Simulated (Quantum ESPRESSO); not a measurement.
Ti2ZrO4F4, input and log of a self-consistent run

Simulated, not a measurement. The program is pw.x of Quantum ESPRESSO 7.5 (plane-wave density functional theory). The cell is made up: 11 atoms on a fluorite lattice with one site empty, with randomly drawn elements, strain and displacements, not relaxed. PseudoDojo standard norm-conserving files (v0.5 for PBE, v0.4.1 for LDA and PBEsol) set the functional; there is no spin polarisation, spin-orbit coupling or dispersion term, and the masses in the input are unused placeholders. A spin-polarised start on this cell or one of its family kept no moment.

Input:

```
&control calculation='scf', pseudo_dir='./dojo.nc.sr.pbe.v0_5.standard.upf', outdir='./o', disk_io='low', tprnfor=.true., tstress=.true. /
&system ibrav=0, nat=11, ntyp=4, nbnd=50, ecutwfc=84.00895049, nosym=.true., tot_charge=0,
 occupations='smearing', smearing='fd', degauss=0.0018374661
/
&electrons conv_thr=7.350e-09, electron_maxstep=60, /
ATOMIC_SPECIES
F 1.0 F.upf
O 1.0 O.upf
Ti 1.0 Ti.upf
Zr 1.0 Zr.upf
CELL_PARAMETERS angstrom
4.9746 -0.0114 0.0151
-0.0114 4.9788 0.0115
0.0151 0.0115 4.8154
ATOMIC_POSITIONS angstrom
Ti 0.1716 0.022 -0.0258
Zr 2.3684 0.0783 2.36
Ti 2.3794 2.5485 0.1364
O 1.268 1.148 1.1219
F 1.3087 1.2145 3.6429
O 1.2326 3.7223 1.0965
F 1.3374 3.9217 3.6586
O 3.6557 1.2893 1.2539
F 3.8545 1.241 3.6538
F 3.6853 3.7692 1.1651
O 3.6588 3.7694 3.5144
K_POINTS automatic
5 5 5 1 1 1
```

The log is shortened where brackets say so; the opening notice, blank lines, dates and the lines on written files are dropped, and the path of the files is cut. It prints rydbergs, bohrs and kilobars, and counts compression as positive stress. With no partly filled state, the Fermi energy that it prints is only some level between the filled and the empty states on the mesh, and need not lie in the true gap.

```
     Program PWSCF v.7.5
     Parallel version (MPI & OpenMP), running on       4 processor cores
     Number of MPI processes:                 4
     Threads/MPI process:                     1
     [start-up lines left out]
     bravais-lattice index     =            0
     lattice parameter (alat)  =       9.4007  a.u.
     unit-cell volume          =     804.8278 (a.u.)^3
     number of atoms/cell      =           11
     number of atomic types    =            4
     number of electrons       =        88.00
     number of Kohn-Sham states=           50
     kinetic-energy cutoff     =      84.0090  Ry
     charge density cutoff     =     336.0358  Ry
     scf convergence threshold =      7.3E-09
     mixing beta               =       0.7000
     number of iterations used =            8  plain     mixing
     Exchange-correlation= PBE
                           (   1   4   3   4   0   0   0)
     [axes and pseudopotential details left out]
   Cartesian axes
     site n.     atom                  positions (alat units)
         1        Ti     tau(   1) = (   0.0344950   0.0044224  -0.0051863  )
         2        Zr     tau(   2) = (   0.4760951   0.0157398   0.4744066  )
         3        Ti     tau(   3) = (   0.4783064   0.5122988   0.0274191  )
         4        O      tau(   4) = (   0.2548930   0.2307707   0.2255240  )
         5        F      tau(   5) = (   0.2630745   0.2441385   0.7322948  )
         6        O      tau(   6) = (   0.2477769   0.7482558   0.2204181  )
         7        F      tau(   7) = (   0.2688438   0.7883391   0.7354508  )
         8        O      tau(   8) = (   0.7348678   0.2591747   0.2520586  )
         9        F      tau(   9) = (   0.7748306   0.2494655   0.7344859  )
        10        F      tau(  10) = (   0.7408180   0.7576836   0.2342081  )
        11        O      tau(  11) = (   0.7354910   0.7577238   0.7064638  )
     number of k points=    63  Fermi-Dirac smearing, width (Ry)=  0.0018
                       cart. coord. in units 2pi/alat
        k(    1) = (   0.0999178   0.0999078   0.1027549), wk =   0.0320000
        k(    2) = (   0.0992895   0.0994291   0.3093716), wk =   0.0320000
     [further k points left out]
     Dense  grid:    83713 G-vectors     FFT dimensions: (  60,  60,  54)
     Estimated max dynamical RAM per process >     255.18 MB
     Estimated total dynamical RAM >     959.42 MB
     Initial potential from superposition of free atoms
     starting charge      87.9944, renormalised to      88.0000
     Starting wfcs are   62 randomized atomic wfcs
     total cpu time spent up to now is        5.4 secs
     per-process dynamical memory:   203.7 Mb
     Self-consistent Calculation
     iteration #  1     ecut=    84.01 Ry     beta= 0.70
     Davidson diagonalization with overlap
     ethr =  1.00E-02,  avg # of iterations =  2.0
     total cpu time spent up to now is       14.3 secs
     total energy              =    -666.56129877 Ry
     estimated scf accuracy    <       4.58239537 Ry
     iteration #  2     ecut=    84.01 Ry     beta= 0.70
     Davidson diagonalization with overlap
     ethr =  5.21E-03,  avg # of iterations =  7.2
     total cpu time spent up to now is       32.2 secs
     total energy              =    -659.58874349 Ry
     estimated scf accuracy    <      90.68055067 Ry
     iteration #  3     ecut=    84.01 Ry     beta= 0.70
     Davidson diagonalization with overlap
     ethr =  5.21E-03,  avg # of iterations =  8.0
     total cpu time spent up to now is       46.6 secs
     total energy              =    -669.04180108 Ry
     estimated scf accuracy    <       2.41909617 Ry
     iteration #  4     ecut=    84.01 Ry     beta= 0.70
     Davidson diagonalization with overlap
     ethr =  2.75E-03,  avg # of iterations =  2.0
     total cpu time spent up to now is       55.6 secs
     total energy              =    -669.18103517 Ry
     estimated scf accuracy    <       1.03470629 Ry
     iteration #  5     ecut=    84.01 Ry     beta= 0.70
     Davidson diagonalization with overlap
     ethr =  1.18E-03,  avg # of iterations =  1.1
     total cpu time spent up to now is       63.3 secs
     total energy              =    -669.05278074 Ry
     estimated scf accuracy    <       0.69958658 Ry
     [iterations 6 to 16 left out]
     iteration # 17     ecut=    84.01 Ry     beta= 0.70
     Davidson diagonalization with overlap
     ethr =  8.13E-09,  avg # of iterations =  6.2
     total cpu time spent up to now is      213.5 secs
     total energy              =    -669.10404278 Ry
     estimated scf accuracy    <       0.00000213 Ry
     iteration # 18     ecut=    84.01 Ry     beta= 0.70
     Davidson diagonalization with overlap
     ethr =  2.42E-09,  avg # of iterations =  2.0
     total cpu time spent up to now is      221.8 secs
     total energy              =    -669.10404283 Ry
     estimated scf accuracy    <       0.00000042 Ry
     iteration # 19     ecut=    84.01 Ry     beta= 0.70
     Davidson diagonalization with overlap
     ethr =  4.76E-10,  avg # of iterations =  5.3
     total cpu time spent up to now is      233.4 secs
     total energy              =    -669.10404295 Ry
     estimated scf accuracy    <       0.00000005 Ry
     iteration # 20     ecut=    84.01 Ry     beta= 0.70
     Davidson diagonalization with overlap
     ethr =  6.19E-11,  avg # of iterations =  3.1
     total cpu time spent up to now is      242.9 secs
     total energy              =    -669.10404296 Ry
     estimated scf accuracy    <          9.7E-09 Ry
     iteration # 21     ecut=    84.01 Ry     beta= 0.70
     Davidson diagonalization with overlap
     ethr =  1.10E-11,  avg # of iterations =  5.0
     total cpu time spent up to now is      254.0 secs
     End of self-consistent calculation
          k = 0.0999 0.0999 0.1028 ( 10457 PWs)   bands (ev):
   -49.5755 -49.1831 -39.5634 -25.9748 -25.8113 -25.6646 -25.5519 -25.3552
   -25.2807 -18.7869 -18.2924 -17.8504 -15.6842 -15.3191 -13.9823 -13.4507
    -8.9077  -8.4261  -7.0156  -6.4734   0.4759   1.1212   1.2790   1.4147
     1.9982   2.9031   3.2205   3.4351   3.5152   3.7903   4.0419   4.3442
     4.6397   5.1769   5.7744   5.9504   6.1413   7.2334   7.5063   7.7227
     8.0714   8.3240   8.7892   9.0064   9.9515  10.0744  10.3987  10.7441
    11.0714  11.2111
     [levels at the other k points left out]
     the Fermi energy is     9.4249 ev
!    total energy              =    -669.10404296 Ry
     estimated scf accuracy    <          1.1E-09 Ry
     smearing contrib. (-TS)   =      -0.00000000 Ry
     internal energy E=F+TS    =    -669.10404296 Ry
     The total energy is F=E-TS. E is the sum of the following terms:
     one-electron contribution =    -241.67297056 Ry
     hartree contribution      =     168.51009433 Ry
     xc contribution           =    -132.75953958 Ry
     ewald contribution        =    -463.18162715 Ry
     convergence has been achieved in  21 iterations
     Forces acting on atoms (cartesian axes, Ry/au):
     atom    1 type  3   force =    -0.13320587    0.00217074    0.09285612
     atom    2 type  4   force =     0.21835396   -0.02626766   -0.08853618
     atom    3 type  3   force =     0.13481668   -0.00959450    0.06486900
     atom    4 type  2   force =    -0.08244812    0.03457971   -0.07817062
     atom    5 type  1   force =    -0.01465742    0.07842349    0.00414181
     atom    6 type  2   force =     0.00539831   -0.01537185   -0.01146380
     atom    7 type  1   force =    -0.08643038   -0.07449678    0.00878160
     atom    8 type  2   force =    -0.02840968    0.01164780   -0.06957005
     atom    9 type  1   force =    -0.00889581   -0.00617476    0.01803449
     atom   10 type  1   force =     0.00572746    0.00213462   -0.03147696
     atom   11 type  2   force =    -0.01024915    0.00294919    0.09053458
     Total force =     0.393189     Total SCF correction =     0.000086
     Computing stress (Cartesian axis) and pressure
          total   stress  (Ry/bohr**3)                   (kbar)     P=       77.09
   0.00005348  -0.00006055  -0.00049230            7.87       -8.91      -72.42
  -0.00006055   0.00029657   0.00007723           -8.91       43.63       11.36
  -0.00049230   0.00007723   0.00122202          -72.42       11.36      179.77
     init_run     :      5.05s CPU      5.26s WALL (       1 calls)
     electrons    :    247.50s CPU    248.59s WALL (       1 calls)
     forces       :      1.84s CPU      1.84s WALL (       1 calls)
     stress       :      6.33s CPU      6.33s WALL (       1 calls)
     [timing details left out]
     PWSCF        :   4m20.96s CPU   4m22.30s WALL
     JOB DONE.
```

In other units: free energy -9103.624 eV for the cell, pressure 7.71 GPa, largest force component 5.614 eV/Å. A rerun of a related cell, with the same atoms placed differently, at 1467 eV and a 7 x 7 x 7 mesh moved values by no more than 0.004 eV in energy, 0.04 GPa in stress and 0.002 eV/Å in force.